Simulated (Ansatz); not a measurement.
Given:

BaTiO₃ (tetragonal-perovskite type, space group P4mm)

```xyz
5
Lattice="3.9855 0.0000 0.0000 0.0000 3.9855 0.0000 0.0000 0.0000 4.2013" Properties=species:S:1:pos:R:3 pbc="T T T"
Ti     1.9927     1.9927     1.9228
Ba     0.0000     0.0000     3.9511
O      1.9927     1.9927     3.7349
O      1.9927     0.0000     1.7202
O      0.0000     1.9927     1.7202
```

E(V) scan at fixed shape, V₀ the volume above. The atoms relax within the cell's symmetry.

The numbers are results of PBE (plane waves to 420 eV, PAW, scalar-relativistic; Ansatz, a program for electronic structure), not measurements. k mesh 8×8×8 (Γ-centred), Fermi-Dirac smearing 0.05 eV. Energies are smeared free energies. Stress and pressure are positive under compression. With the shape held, the modulus is that of even scaling; a crystal free to change shape is softer. BaTiO3 is run without spin polarisation. BaTiO3 was relaxed with its symmetry unable to fall. The zero of ΔE is the relaxed starting cell.

The scan covers V/V₀ from 0.900 to 1.100 in 9 points.

### Question
What is ΔE at V/V₀ = 1.100?

### Answer
42.6 meV/atom.

### Question
What pressure does the cell carry at V/V₀ = 0.900?

### Answer
17.4 GPa.

### Question
What is ΔE at V/V₀ = 0.900?

### Answer
64.9 meV/atom.

(A scan under strain: stresses follow from slopes of the energy per volume, elastic moduli from its curvatures.)
